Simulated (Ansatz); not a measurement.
These are results of DFT PBE, scalar-relativistic, plane waves, PAW, and for the lanthanide a 4f-in-core norm-conserving potential (Ansatz 0.2.0), not measurements. All cells share a 660 eV cutoff and Γ-centred k meshes spaced at most about 0.3 Å⁻¹ (about 0.25 or finer for metals, 2π included). No spin polarisation in the final relaxations.

These are static total energies at zero pressure.

Two relaxed structures of NdScSb2:

A.

Space group P4/mmm (No. 123). a = 3.982 Å, b = 3.982 Å, c = 6.615 Å, α = 90.00°, β = 90.00°, γ = 90.00°
| atom | site | symmetry | x | y | z |
| --- | --- | --- | --- | --- | --- |
| Nd | 1c | 4/mmm | 0.5000 | 0.5000 | 0.0000 |
| Sc | 1d | 4/mmm | 0.5000 | 0.5000 | 0.5000 |
| Sb | 2g | 4mm | 0.0000 | 0.0000 | 0.7341 |

B.

Space group P-3m1 (No. 164). a = 4.315 Å, b = 4.315 Å, c = 7.389 Å, α = 90.00°, β = 90.00°, γ = 120.00°
```json
{"atom": "Nd", "site": "1a", "symmetry": "-3m.", "x": "0.0000", "y": "0.0000", "z": "0.0000"}
{"atom": "Sc", "site": "1b", "symmetry": "-3m.", "x": "0.0000", "y": "0.0000", "z": "0.5000"}
{"atom": "Sb", "site": "2d", "symmetry": "3m.", "x": "0.3333", "y": "0.6667", "z": "0.2736"}
```

Task: Which would you expect to be lower, and how large is the difference?

Result: B is lower, by 219 meV/atom. A has space group P4/mmm (No. 123), 26.2 Å³/atom and no gap on its mesh; B has space group P-3m1 (No. 164), 29.8 Å³/atom and no gap. Counting Sb atoms around Nd and Sc (those within 1.25 times the shortest such distance or 1.15 times the sum of covalent radii, 1.27 where that leaves under three), A has Nd 8, Sc 8 and B has Nd 6, Sc 6. The lower one is the more open, so pressure narrows the difference. In A, around Nd lie 2 Sc at 3.31 Å, 8 Sb at 3.32 Å and 4 Nd at 3.98 Å; Sc is surrounded by 8 Sb at 3.21 Å, 2 Nd at 3.31 Å and 4 Sc at 3.98 Å; Sb is surrounded by 1 Sb at 3.10 Å, 4 Sc at 3.21 Å, 4 Nd at 3.32 Å, 1 Sb at 3.52 Å and 4 Sb at 3.98 Å. In B, around Nd lie 6 Sb at 3.21 Å and 2 Sc at 3.69 Å; Sc has 6 Sb at 3.00 Å and 2 Nd at 3.69 Å; Sb has 3 Sc at 3.00 Å and 3 Nd at 3.21 Å. Both come from invented guesses.

These runs have no spin–orbit coupling, which can matter for Sb. Cells relaxed within their symmetry can be saddle points.

The lanthanide is trivalent by construction, without f bands, f moments or other valences.
